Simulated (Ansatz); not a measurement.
**A plane-wave run on CaSiH**

The input, for Ansatz 0.2.0 (plane waves, PAW):

```yaml
crystal:
  lattice:
    - [3.529468, 0.0, 0.0]
    - [0.0, 3.529468, 0.0]
    - [0.0, 0.0, 7.23733]
  atoms:
    - { symbol: Ca, position: [0.0, 0.5, 0.14] }
    - { symbol: Ca, position: [0.5, 0.0, 0.86] }
    - { symbol: H, position: [0.0, 0.0, 0.0] }
    - { symbol: H, position: [0.5, 0.5, 0.0] }
    - { symbol: Si, position: [0.0, 0.5, 0.67] }
    - { symbol: Si, position: [0.5, 0.0, 0.33] }
  symmetry: { tolerance: 0.0003 }
kpoints:
  mp_grid: { grid: [10, 10, 5], shift: [0, 0, 0] }
  band_path:
    path:
      - [0.0, 0.0, 0.0]
      - [0.0, 0.5, 0.0]
      - [0.5, 0.5, 0.0]
      - [0.0, 0.0, 0.0]
      - [0.0, 0.0, 0.5]
      - [0.0, 0.5, 0.5]
      - [0.5, 0.5, 0.5]
      - [0.0, 0.0, 0.5]
      - [0.0, 0.5, 0.0]
      - [0.0, 0.5, 0.5]
      - [0.5, 0.5, 0.0]
    npoints: 6
magnetization:
  spin_polarized: false
scf:
  occupations: { method: fermi_dirac }
  lower_state_search: "off"
  max_iter: 200
hamiltonian:
  pseudopotentials: { kind: paw }
  xc: pbe
basis:
  ecutwfc: 420
  fft_grid_basis: typed
output:
  forces: true
  stress: true
  eigenvalues: true
  bader: true
  populations: true
  elf: true
  write_potential: true
  volumetric_format: npy
  dos:
    e_range: [-12, 8]
    de: 0.05
    projected: { site_lists: { Ca: [Ca], H: [H], Si: [Si] } }
checkpoint:
  read: saved_state
```

The run starts from an earlier solution of this cell. 

Excerpt of what it printed:

```
SCF iter   1: F=—  Δρ=1.07e-3  dr2=1.58e-3
SCF iter   2: F=—  Δρ=6.87e-4  dr2=7.83e-4
SCF iter   3: F=—  Δρ=1.00e-4  dr2=3.83e-5
SCF iter   4: F=—  Δρ=4.16e-5  dr2=3.13e-6
SCF iter   5: F=—  Δρ=1.02e-5  dr2=1.94e-7
SCF iter   6: F=-4935.2563 eV  Δρ=2.39e-6  dr2=8.29e-9
Free energy (F): -4935.2563 eV
Harris-Foulkes:  -4935.2563 eV  (|F-HF|=4.28e-9)
Internal energy: -4935.1494 eV  (E = F + TS)
E sigma→0 (E₀):  -4935.2029 eV
Entropy (-TS):   -0.1069 eV (-17.823 meV/atom)
Fermi energy:    7.6981 eV
--- Per-component energies (eV) ---
  E_band       = -225.2832
  E_kinetic    = 674.3503
  E_local      = -1894.6499  (includes V_loc(G=0)·N_el)
  E_nonlocal   = 183.9623
  E_hartree    = 704.7947
  E_xc         = -406.3300
  E_vxc        = -463.7525  (∫ρ·V_xc dr)
  E_paw        = -2742.6273  (= ΣΔE_a)
  E_vpaw       = -134.7832  (= ΣTr[D̂ρ^β])
  E_aug_tail   = -0.0026  (compensation charges beyond the density's cutoff)
  E_ewald      = -1454.6470
  E_smearing   = -0.1069  (= −TS)
--- Forces (eV/Å), atoms counted from 1 ---
  atom   1  Ca     0.0000     0.0000     1.1810
  atom   2  Ca     0.0000     0.0000    -1.1810
  atom   3  H      0.0000     0.0000     0.0000
  atom   4  H      0.0000     0.0000     0.0000
  atom   5  Si     0.0000     0.0000    -2.4269
  atom   6  Si     0.0000     0.0000     2.4269
--- Stress (GPa, compression-positive) ---
       15.2357       0.0000       0.0000
        0.0000      15.2357       0.0000
        0.0000       0.0000       9.5956
  P = ⅓ Tr σ = 13.3557 GPa (133.557 kbar)
```

Origin: a known structure type with other elements, at an estimated volume, so it need not be a known compound. Caveats: atoms or cell far from equilibrium.
